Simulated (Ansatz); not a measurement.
Input:

As₃Ir:
```xyz
16
Lattice="-4.2168 4.2168 4.2168 4.2168 -4.2168 4.2168 4.2168 4.2168 -4.2168" Properties=species:S:1:pos:R:3 pbc="T T T"
Ir     2.1084     2.1084     2.1084
Ir     2.1084     2.1084    -2.1084
Ir    -2.1084     2.1084     2.1084
Ir     2.1084    -2.1084     2.1084
As     0.0000     2.9339     1.2303
As     0.0000     5.4997     1.2303
As     4.2168     1.2829     2.9864
As     4.2168    -1.2829     2.9864
As     1.2303     0.0000     2.9339
As     1.2303     0.0000     5.4997
As     2.9864     4.2168     1.2829
As     2.9864     4.2168    -1.2829
As     2.9339     1.2303     0.0000
As     5.4997     1.2303     0.0000
As     1.2829     2.9864     4.2168
As    -1.2829     2.9864     4.2168
```

This is the LDA-relaxed structure.

**Question.** All from LDA in the plane-wave PAW code Ansatz, unless another level is named. Predict the hole effective mass.

**Answer.** 0.026 mₑ (isotropic).

**Question.** Next, the formation energy from the elements (no fitted shifts)?

**Answer.** -42 kJ/mol of atoms.

**Question.** What about the valence-band maximum?

**Answer.** at Γ.

**Question.** And the weight of the conduction-edge state by species (Voronoi cells)?

**Answer.** Ir 56 %, As 44 %.

Space group Im-3. The workflow started from an entry of the Crystallography Open Database (COD). Its standing as an ambient phase is unchecked. The LDA relaxation kept the symmetry of its start; of distortions, only those at the zone centre were tested. No spin polarisation was allowed. The references are the lowest solids computed at this level, not always the standard phases. Scalar-relativistic: spin–orbit coupling is off unless named, which matters more the heavier the elements.

Potentials: the later of the program's two PAW sets.

Edges and masses are those of Kohn–Sham bands, whose gap is no quasiparticle gap.
